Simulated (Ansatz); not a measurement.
Mo₂C:
```
Mo2C
1.0
    3.02957     0.00000     0.00000
   -1.51479     2.62368     0.00000
    0.00000     0.00000     4.62706
Mo C
2 1
Cartesian
  0.00000   1.74912   1.15373
  1.51479   0.87456   3.47333
  0.00000   0.00000   2.31353
```

Relaxed with PBEsol. Special points in fractions of this cell's reciprocal vectors: Γ (0.000, 0.000, 0.000); M (0.500, 0.000, 0.000); K (0.333, 0.333, 0.000); A (0.000, 0.000, 0.500); L (0.500, 0.000, 0.500); H (0.333, 0.333, 0.500).

Problem. List the band energies nearest the Fermi level at these points for PBEsol with spin–orbit coupling (plane waves, PAW; program Ansatz).

Solution. In eV from the Fermi level; about four levels below and three above (degenerate sets whole), none deeper than 8.9 eV; points with the same levels are listed once.

| k | below | above |
|---|---|---|
| Γ | -1.09 -1.09 -1.02 -1.02 | 0.51 0.51 0.51 0.51 |
| M | -2.74 -2.74 -1.30 -1.30 | 1.20 1.20 2.02 2.02 |
| K | -3.11 -3.11 -3.11 -3.11 | 1.46 1.46 1.52 1.52 |
| A | -2.11 -2.11 -2.10 -2.10 | 0.70 0.70 0.75 0.75 |
| L | -1.50 -1.50 -0.43 -0.43 | 0.60 0.60 1.58 1.58 |
| H | -2.24 -2.24 -2.23 -2.23 -0.57 -0.57 | 0.47 0.47 0.47 0.47 |

Space group P-3m1. The workflow started from a Materials Project entry (that database holds measured and hypothetical structures alike); the Crystallography Open Database copy checked does not list it. COD files the formula under space group No. 60, so this cell is another polymorph or a model. Its standing as an ambient phase is unchecked. The PBEsol relaxation kept the symmetry of its start; of distortions, only those at the zone centre were tested. No spin polarisation was allowed.

Potentials: the later of the program's two PAW sets.
